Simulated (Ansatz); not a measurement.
Energy against volume for AlAs (zinc blende)

AlAs (zinc blende)

```
AlAs
1.0
    0.00000     2.83733     2.83733
    2.83733     0.00000     2.83733
    2.83733     2.83733     0.00000
As Al
1 1
Direct
  0.75000   0.75000   0.75000
  0.00000   0.00000   0.00000
```

This relaxed cell (volume V₀) is scaled evenly in all directions, its shape held. Symmetry pins the atoms to their sites.

These are PBEsol (plane waves to 420 eV, PAW, scalar-relativistic; Ansatz, a quantum-chemistry and plane-wave program) values and carry that method's errors. k mesh 10×10×10 (Γ-centred), Fermi-Dirac smearing 0.05 eV. Energies are smeared free energies. Compression counts positive. AlAs was relaxed with its symmetry unable to fall. The zero of ΔE is the relaxed starting cell.

```
V (Å³/cell)  ΔE (kJ/mol of atoms)  P (GPa)
-----------  --------------------  -------
38.37                       17.17     18.1
39.59                       11.31     13.9
40.81                        6.87     10.3
42.03                        3.68      7.2
43.25                        1.56      4.4
44.47                        0.37      2.1
45.68                        0.00      0.0
46.90                        0.34     -1.8
48.12                        1.29     -3.4
49.34                        2.77     -4.7
50.56                        4.72     -5.9
51.77                        7.07     -6.9
52.99                        9.76     -7.8
```

Key numbers:

```yaml
pressure_at_the_smallest_volume: 18.1 GPa
energy_cost_of_the_largest_compression: 178.0 meV/atom
energy_cost_of_the_largest_expansion: 101.1 meV/atom
Bulk modulus B₀ (third-order Birch-Murnaghan fit): 71.9 GPa
Pressure derivative B₀′ (fit): 4.2
equilibrium_volume_of_the_fit: 22.84 Å³/atom
Pressure for 5 % compression (fit): 4.1 GPa
```

The 13 points together took about 50 core-seconds (a rough figure).

(A scan under strain: stresses follow from slopes of the energy per volume, elastic moduli from its curvatures.)
